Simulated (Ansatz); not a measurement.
A 12-atom cell of ZrTi₃O₈ built on the anatase structure (relaxed group Cm), relaxed with r2SCAN. Space group Cm (No. 8), monoclinic; conventional cell a = 10.584 Å, b = 3.846 Å, c = 7.665 Å, β = 110.9°, 12.15 Å³ an atom. Ti has 6 O at 1.88–2.05 Å and 1 Ti at 3.03 Å; Ti has 6 O at 1.89–2.08 Å and 3 Ti at 3.03–3.08 Å; O has 3 Ti at 1.97–1.98 Å; O has 2 Ti at 1.92–1.94 Å and 1 Zr at 2.07 Å; O has 3 Ti at 1.88–2.08 Å; Ti has 6 O at 1.91–2.04 Å and 2 Ti at 3.08 Å; Zr has 6 O at 2.00–2.17 Å (further sites aren't listed).

The questions ask for values computed with Ansatz on this geometry. Non-magnetic throughout. Whether this structure exists isn't addressed.

Given (8×8×4 mesh): PBE gives an indirect gap of 2.32 eV, from V₂ to Γ; the least direct gap is 2.66 eV at Y₂–Γ (0.30 of the way from Y₂).

Task: How does the gap change from PBE to PBE+SOC (8×8×4)?

Result: With PBE+SOC the valence top lies at V₂ and the conduction bottom at Γ, 2.32 eV higher; the smallest vertical gap, at Y₂–Γ (0.30 of the way from Y₂), is 2.66 eV. The gap differs by 0.00 eV from PBE's.

Task: What does r2SCAN give for the gap (8×8×4 mesh)?

Result: r2SCAN gives an indirect gap of 2.70 eV, from V₂ to Γ; the least direct gap is 3.04 eV at Y₂–Γ (0.30 of the way from Y₂). The gap differs by +0.38 eV from PBE's.

Task: Estimate the gap with HSE06 on 4×4×2.

Result: HSE06 gives an indirect gap of 3.81 eV, from V₂ to Γ; the least direct gap is 4.19 eV at Y₂–Γ (0.30 of the way from Y₂). The gap differs by +1.49 eV from PBE's.

Task: Estimate the gap with PBE0 on 4×4×2.

Result: With PBE0 the valence top lies at V₂ and the conduction bottom at Γ, 4.57 eV higher; the smallest vertical gap, at Y₂–Γ (0.30 of the way from Y₂), is 4.94 eV. The gap differs by +2.25 eV from PBE's.

Task: What do these levels agree on?

Result: r2SCAN covers 25 % of the step from PBE to HSE06. For gaps to 0.1 eV, spin-orbit coupling (up to 0.01 eV here) can be left out. Among these functionals the gap stays indirect.

Only the levels marked +SOC include spin-orbit coupling.

Where an edge lies off the special points, it is a point of the mesh or the k point where a search put PBE's edge or least direct gap, reused for the other functionals, whose own edges may lie a little apart.

The meshes of the hybrids are coarse, so their gaps aren't converged to the digits shown.
